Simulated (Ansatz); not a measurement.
## Thermal properties of Cr₂Si₆Mo from its phonons

All numbers below come from DFT PBE, scalar-relativistic, plane waves, PAW in Ansatz 0.2.0. Cutoff 420 eV, 10×10×10 k-points (Γ-centred), Fermi-Dirac smearing of 0.15 eV. No spin polarisation. Phonons by linear response, acoustic sum rule imposed.

Relaxed structure:
```
Cr Si Mo
1.0
     0.00000    3.83450    6.64035
     2.21823    0.00000    6.64035
     2.21823    3.83450    0.00000
Cr Si Mo
2 6 1
Direct
  0.83261 0.83261 0.16739
  0.16739 0.16739 0.83261
  0.16667 0.49457 0.50543
  0.50543 0.83333 0.16667
  0.83651 0.16349 0.83651
  0.49457 0.16667 0.83333
  0.83333 0.50543 0.49457
  0.16349 0.83651 0.16349
  0.50000 0.50000 0.50000
```

The structure comes from a generated guess, relaxed at this level; another structure or a mixture of phases may lie lower. In a metal, frequencies and elastic constants depend on the k mesh and the smearing, soft modes and shear constants most. Some empty bands missed the eigensolver's threshold. The q mesh is coarse, so values between its points are rough.

Force constants from linear response on a 2×2×2 q mesh, interpolated to a fine mesh.

Phonon density of states, in bins of 10 cm⁻¹:
(bin centre (cm⁻¹), share of modes (%)): (5, 0.0), (15, 0.0), (25, 0.0), (35, 0.0), (45, 0.0), (55, 0.1), (65, 0.1), (75, 0.1), (85, 0.2), (95, 0.2), (105, 0.3), (115, 0.3), (125, 0.4), (135, 0.5), (145, 0.6), (155, 0.8), (165, 1.0), (175, 1.5), (185, 1.6), (195, 3.0), (205, 3.5), (215, 3.9), (225, 3.9), (235, 3.0), (245, 3.4), (255, 4.7), (265, 5.3), (275, 5.9), (285, 5.2), (295, 5.5), (305, 6.2), (315, 4.1), (325, 3.8), (335, 1.9), (345, 2.9), (355, 3.0), (365, 2.0), (375, 1.9), (385, 1.7), (395, 2.5), (405, 4.3), (415, 3.1), (425, 1.5), (435, 1.3), (445, 2.5), (455, 2.0), (465, 0.4)

(1) How much zero-point energy does an atom carry?

(2) How large are the vibrational entropy and heat capacity at 300 K?

(3) Tabulate them against temperature.

## Answers

(1) 55.1 meV.

(2) S = 2.32 k_B and C_V = 2.52 k_B per atom, 84 % of the Dulong–Petit value.

(3)
```csv
T (K),F_vib (meV/atom),S (k_B/atom),C_V (k_B/atom)
100,54.4,0.34,0.90
200,47.1,1.38,2.07
300,30.9,2.32,2.52
400,7.5,3.08,2.72
500,-21.7,3.70,2.81
600,-55.9,4.21,2.87
700,-94.2,4.66,2.90
800,-136.0,5.05,2.93
900,-181.1,5.39,2.94
1000,-228.9,5.70,2.95
```
